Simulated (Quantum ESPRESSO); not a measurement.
**Band energies of Be2C**

```
Be2C
1.0
    0.00000     2.13541     2.13541
    2.13541     0.00000     2.13541
    2.13541     2.13541     0.00000
Be C
2 1
Direct
  0.75000   0.75000   0.75000
  0.25000   0.25000   0.25000
  0.00000   0.00000   0.00000
```

norm-conserving LDA (Quantum ESPRESSO, 88 Ry, no spin-orbit coupling); path ΓXWKΓLUWLK,UX; energies in eV from the valence-band maximum.

```csv
k (1/Å),point,band 2,band 3,band 4,band 5,band 6,band 7,band 8,band 9
0.00,Γ,-97.84,-15.16,0.00,0.00,0.00,4.13,4.13,4.13
0.32,,-97.84,-14.91,-1.09,-1.09,-0.76,4.33,5.46,5.46
0.74,,-97.84,-13.86,-3.24,-3.24,-3.13,4.22,5.08,8.62
1.16,,-97.85,-12.23,-5.80,-4.60,-4.60,1.75,5.89,11.88
1.47,X,-97.85,-11.48,-6.84,-4.92,-4.92,1.21,6.13,13.53
1.96,,-97.86,-11.21,-6.45,-6.17,-5.51,4.12,7.92,10.25
2.21,W,-97.86,-11.11,-6.52,-6.01,-6.01,5.80,8.44,9.88
2.47,,-97.86,-11.21,-6.90,-6.28,-4.90,4.49,8.80,9.81
2.73,K,-97.86,-11.28,-7.07,-6.37,-4.15,3.44,8.64,11.82
2.94,,-97.86,-11.54,-7.52,-5.91,-3.46,4.26,10.34,10.57
3.25,,-97.85,-12.66,-6.69,-4.88,-2.18,5.32,7.99,9.02
3.66,,-97.84,-14.21,-4.03,-2.89,-0.66,5.53,6.11,7.38
4.08,,-97.84,-15.05,-0.81,-0.56,-0.05,4.28,4.72,4.73
4.29,Γ,-97.84,-15.16,0.00,0.00,0.00,4.13,4.13,4.13
4.39,,-97.84,-15.13,-0.25,-0.05,-0.05,4.20,4.20,4.31
4.78,,-97.84,-14.57,-3.54,-0.89,-0.89,5.31,5.31,6.08
5.17,,-97.85,-13.32,-7.03,-1.65,-1.65,5.37,5.37,7.16
5.56,L,-97.86,-12.20,-8.94,-1.91,-1.91,5.03,5.03,7.59
5.86,,-97.86,-12.04,-8.71,-2.96,-2.46,4.90,6.16,8.33
6.26,,-97.86,-11.46,-7.72,-5.59,-3.72,3.98,9.77,9.90
6.46,U,-97.86,-11.28,-7.07,-6.37,-4.15,3.44,8.64,11.82
6.67,,-97.86,-11.23,-6.96,-6.32,-4.66,4.15,8.75,10.19
6.98,W,-97.86,-11.11,-6.52,-6.01,-6.01,5.80,8.44,9.88
7.36,,-97.86,-11.51,-7.83,-4.97,-4.27,5.43,7.34,10.61
7.74,,-97.86,-12.06,-8.74,-2.82,-2.46,5.07,5.87,8.30
8.02,L,-97.86,-12.20,-8.94,-1.91,-1.91,5.03,5.03,7.59
8.11,,-97.86,-12.19,-8.92,-2.02,-1.97,5.03,5.14,7.65
8.38,,-97.86,-11.97,-8.61,-3.34,-2.65,4.80,6.61,8.65
8.74,,-97.86,-11.44,-7.65,-5.70,-3.77,3.92,9.67,10.12
8.92,K,-97.86,-11.28,-7.07,-6.37,-4.15,3.44,8.64,11.82
8.92,U,-97.86,-11.28,-7.07,-6.37,-4.15,3.44,8.64,11.82
9.03,,-97.85,-11.30,-6.59,-6.54,-4.42,2.94,7.70,12.35
9.44,X,-97.85,-11.48,-6.84,-4.92,-4.92,1.21,6.13,13.53
```

The LDA gap is indirect, 1.21 eV, from Γ to X; the smallest direct gap is 4.13 eV.

Geometry relaxed with LDA.
